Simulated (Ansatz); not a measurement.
The geometry is COD entry 2310961, unchecked; take it as a test cell. The listed cell was then made from it by scaling, straining or moving an atom.

An input for HfH2: DFT, LDA, PAW with Ansatz's default frozen-core files, scalar-relativistic (Ansatz 0.2.0). The PAW files were made with PBE; their cores are remade for this functional.

Command: `ansatz run input.yaml --threads 1 --pin off --max-ram 4096MiB --backend cpu --events-out ev --progress --plain --runs-dir out` The run took 5 s on 1 thread of Arm Neoverse V2, with other jobs on the host, peak memory 0.4 GiB.

```yaml
crystal:
  lattice:
    - [-1.7447774511, 1.7447774511, 2.1877442393]
    - [1.7447774511, -1.7447774511, 2.1877442393]
    - [1.7447774511, 1.7447774511, -2.1877442393]
  atoms:
    - { symbol: Hf, position: [0.0, 0.0, 0.0] }
    - { symbol: H, position: [0.75, 0.25, 0.5] }
    - { symbol: H, position: [0.25, 0.75, 0.5] }
kpoints:
  mp_grid: { grid: [12, 12, 12] }
scf:
  occupations: { method: fermi_dirac, width: 0.03 }
hamiltonian:
  xc: lda
  pseudopotentials: { kind: paw }
output:
  forces: true
  stress: true
  eigenvalues: true
  efg: { contact_densities: true }
```

The results part of the log:

```
SCF 1 converged in 7 iterations: F = -15509.820581 eV  dr2 = 2.33e-8
  greatest PAW one-centre occupation: 0.998 electrons in one spin orbital (limit 2), on the Hf atom at site 0 (counted from 0), in its partial waves of l = 3
SCF converged after 7 iterations
Free energy (F): -15509.820581 eV
Harris-Foulkes:  -15509.820581 eV  (|F-HF|=2.46e-8)
Internal energy: -15509.818661 eV  (E = F + TS)
E sigma→0 (E₀):  -15509.819621 eV
Entropy (-TS):   -0.001920 eV (-0.640 meV/atom)
Fermi energy:    17.740962 eV
--- Per-component energies (eV) ---
  E_band       = -18.635734
  E_kinetic    = 451.705282
  E_local      = -5394.350581  (includes V_loc(G=0)·N_el)
  E_nonlocal   = -1230.598949
  E_hartree    = 2514.298360
  E_xc         = -315.712629
  E_vxc        = -290.475425  (∫ρ·V_xc dr)
  E_paw        = -6685.453769  (= ΣΔE_a)
  E_vpaw       = 1416.495766  (= ΣTr[D̂ρ^β])
  E_aug_tail   = -0.002369  (compensation charges beyond the density's cutoff)
  E_ewald      = -4852.161248
  E_core_change = 2.457243  (= ΣΔE_core)
  E_smearing   = -0.001920  (= −TS)
  E_closure    = -0.000000  (closes the sum)
  Σ components = -15509.820581   (vs F -15509.820581, Δ=0.00e0)
--- Forces (eV/Å), atoms counted from 1 ---
  atom   1  Hf     0.00000000    -0.00000000    -0.00000000
  atom   2  H     -0.00000000     0.00000000     0.00000000
  atom   3  H     -0.00000000    -0.00000000     0.00000000
  max |Σ_I F_I| component: 3.25e-19 eV/Å
--- Stress (GPa, compression-positive) ---
       -9.357622       0.000000       0.000000
        0.000000      -9.357622       0.000000
       -0.000000       0.000000     -10.256147
  P = ⅓ Tr σ = -9.6571 GPa (-96.571 kbar)
--- PAW observables at the nuclei: V_zz in 10²¹ V/m², potentials from the cell's mean, atoms counted from 1 ---
  atom   1  Hf V_zz =    -3.277718   η = 0.0000   by run symmetry: allowed
            electrostatic potential = -14181.209433 V   contact ρ = 7500110.785946 e/Å³
  atom   2  H  V_zz =    -0.006509   η = 0.0000   by run symmetry: allowed
            electrostatic potential = -50.534659 V   contact ρ = 2.800443 e/Å³
  atom   3  H  V_zz =    -0.006509   η = 0.0000   by run symmetry: allowed
            electrostatic potential = -50.534659 V   contact ρ = 2.800443 e/Å³
--- Band table (eV; the first three rows and the last of 163) ---
  k-point 0: bands = ["-44.7016", "-13.1902", "-13.1902", "-13.1365", "5.1890", "5.2919", "5.2919", "5.2985", "5.3205", "5.3205", "5.3498", "6.6262", "16.7442", "17.2578", "17.2578", "18.0198", "19.5416", "20.8461"]
  k-point 1: bands = ["-44.6990", "-13.2293", "-13.1969", "-13.1504", "5.1948", "5.2908", "5.2936", "5.2993", "5.3177", "5.3183", "5.3469", "6.8649", "15.2797", "17.4577", "18.1327", "18.9741", "19.2843", "20.7143"]
  k-point 2: bands = ["-44.6920", "-13.3339", "-13.2152", "-13.1883", "5.2115", "5.2895", "5.2982", "5.3015", "5.3106", "5.3126", "5.3393", "7.5528", "13.8631", "18.0495", "18.3122", "18.4772", "20.7963", "21.1296"]
  k-point 162: bands = ["-44.6499", "-13.6573", "-13.4433", "-13.4433", "5.2785", "5.2852", "5.2852", "5.2864", "5.3046", "5.3292", "5.3292", "10.1922", "13.5591", "14.0164", "22.1994", "22.3083", "22.3083", "23.3257"]
```
